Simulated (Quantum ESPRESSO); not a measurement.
# Computed records: Si$_{4}$BC$_{3}$ (made-up cell), GaSi$_{6}$As (made-up cell)

Calculation on a made-up crystal cell, not a measurement: periodic Kohn-Sham density functional theory in plane waves with PseudoDojo standard norm-conserving scalar-relativistic pseudopotentials, each functional with its own files (v0.5 for PBE, v0.4.1 for LDA and PBEsol), no spin polarisation, no spin-orbit coupling, atoms not relaxed, stress positive in tension, energies less a fixed whole-eV offset for each atom's element; levels are Kohn-Sham levels at fractions of this cell's reciprocal vectors, counted from the reference band (half the neutral cell's valence electrons, rounded up) at Gamma; error bars cover cutoff and k-mesh only, not smearing or the files; added strain carries the atoms with the cell, and shear is the tensor component; each bar is the largest change over components, and at least 0.002 eV, 0.002 eV per angstrom or 0.02 GPa; energies are for the whole cell, and the offsets were chosen from early runs and are not element reference energies. Program: Quantum ESPRESSO 7.5.

Common to all runs: lattice type zincblende/diamond; functional pbe; fermi dirac smearing 0.1 eV; scf tolerance 1e-07 eV; electrons removed 0; added strain kind uniform; k mesh 6 x 6 x 6, shifted by half a step.

(1) Si$_{4}$BC$_{3}$ (made-up cell)

Unstrained structure:
```cif
# cell vector a (Å): 4.4041 0.0398 -0.0409
# cell vector b (Å): 0.0398 4.4138 0.0471
# cell vector c (Å): -0.0409 0.0471 4.4283
data_Si4BC3
_symmetry_space_group_name_H-M 'P 1'
_symmetry_Int_Tables_number 1
_cell_length_a 4.4045
_cell_length_b 4.4142
_cell_length_c 4.4287
_cell_angle_alpha 88.784
_cell_angle_beta 91.056
_cell_angle_gamma 88.971
_cell_volume 86.06
loop_
_atom_site_label
_atom_site_type_symbol
_atom_site_fract_x
_atom_site_fract_y
_atom_site_fract_z
_atom_site_occupancy
Si1 Si 0.02377 0.98779 0.99486 1
Si2 Si 0.02122 0.52989 0.52700 1
Si3 Si 0.50774 0.99495 0.49209 1
Si4 Si 0.51551 0.51914 0.94452 1
C1 C 0.20742 0.29096 0.26154 1
C2 C 0.24279 0.77252 0.76863 1
C3 C 0.75609 0.25500 0.74677 1
B1 B 0.73406 0.74990 0.26017 1
```

It was run with cutoff 1116 eV, added strain -0.0101 and structure shown before the added strain of -0.0101.

It finds free energy less offsets -1.749 eV; smearing term minus ts -0.06879 eV; scf iterations 11; pressure 17.9 GPa; stress xx -18.73 GPa; stress yy -14.03 GPa; stress zz -20.93 GPa; stress yz -7.596 GPa; stress xz 1.878 GPa; stress xy 15.16 GPa; fermi level -0.3674 eV; reference band 16; error bar energy 0.003838 eV; error bar stress 0.1091 GPa; error bar force 0.0126 eV/Å; error bar next band up 0.002 eV; error bar fermi level 0.003538 eV; error bars from tighter rerun of a related cell.

Atoms:
```
atoms element  atom site  atom energy offset (eV)
           Si          1                     -115
           Si          2                     -115
           Si          3                     -115
           Si          4                     -115
            C          5                     -163
            C          6                     -163
            C          7                     -163
            B          8                      -79
```

Forces:
```
site  x (eV/Å)  y (eV/Å)  z (eV/Å)
   1    -3.389     4.232     3.472
   2    -2.082    -1.283   -0.8866
   3    -2.133     3.798     1.265
   4   -0.1094    -1.371     4.426
   5     3.553    -2.735    -1.745
   6     2.666   -0.7386    -3.424
   7    0.2043    -1.016   -0.7383
   8      1.29   -0.8877    -2.368
```

Levels:
```
level k point  next band up (eV)
        Gamma             0.5461
(1/2,1/2,1/2)              3.829
   (0.15,0,0)             0.4309
   (0,0.15,0)             0.4529
   (0,0,0.15)             0.4611
```

(2) GaSi$_{6}$As (made-up cell)

Unstrained structure:
```cif
# cell vector a (Å): 5.4361 0.0285 -0.0311
# cell vector b (Å): 0.0285 5.4960 0.0910
# cell vector c (Å): -0.0311 0.0910 5.4876
data_GaSi6As
_symmetry_space_group_name_H-M 'P 1'
_symmetry_Int_Tables_number 1
_cell_length_a 5.4363
_cell_length_b 5.4968
_cell_length_c 5.4884
_cell_angle_alpha 88.103
_cell_angle_beta 90.647
_cell_angle_gamma 89.408
_cell_volume 163.90
loop_
_atom_site_label
_atom_site_type_symbol
_atom_site_fract_x
_atom_site_fract_y
_atom_site_fract_z
_atom_site_occupancy
Si1 Si 0.00471 0.97936 0.00441 1
Si2 Si 0.98176 0.50779 0.48900 1
Ga1 Ga 0.50759 0.00889 0.49670 1
Si3 Si 0.49209 0.50631 0.01183 1
Si4 Si 0.25452 0.24585 0.23809 1
Si5 Si 0.25824 0.75723 0.74846 1
Si6 Si 0.74495 0.25880 0.74295 1
As1 As 0.76688 0.75101 0.24160 1
```

Settings of this run: cutoff 1143 eV, added strain -0.0121 and structure shown before the added strain of -0.0121.

It finds free energy less offsets 0.2843 eV; smearing term minus ts -0.01435 eV; scf iterations 10; pressure 8.122 GPa; stress xx -8.427 GPa; stress yy -7.85 GPa; stress zz -8.089 GPa; stress yz 6.645 GPa; stress xz -0.8313 GPa; stress xy -0.7911 GPa; fermi level 0.05322 eV; reference band 26; error bar energy 0.002 eV; error bar stress 0.02 GPa; error bar force 0.002279 eV/Å; error bar next band up 0.002 eV; error bar fermi level 0.004063 eV; error bars from tighter rerun of a related cell.

Atoms:
```
atoms element  atom site  atom energy offset (eV)
           Si          1                     -115
           Si          2                     -115
           Ga          3                    -2080
           Si          4                     -115
           Si          5                     -115
           Si          6                     -115
           Si          7                     -115
           As          8                    -2887
```

Forces:
```
site  x (eV/Å)    y (eV/Å)  z (eV/Å)
   1     1.309       2.608    -2.188
   2     3.153      -1.888     1.817
   3   -0.2079  -0.0009871    0.3829
   4    0.5201     -0.6911    -1.527
   5    -1.398      0.2116    0.7401
   6   -0.7197     -0.5427   -0.6129
   7   0.08728    -0.09929     1.285
   8    -2.744      0.4023    0.1028
```

Levels:
```
level k point  next band up (eV)
        Gamma             0.1578
(1/2,1/2,1/2)            0.09039
   (0.15,0,0)             0.1903
   (0,0.15,0)             0.2135
   (0,0,0.15)              0.122
```
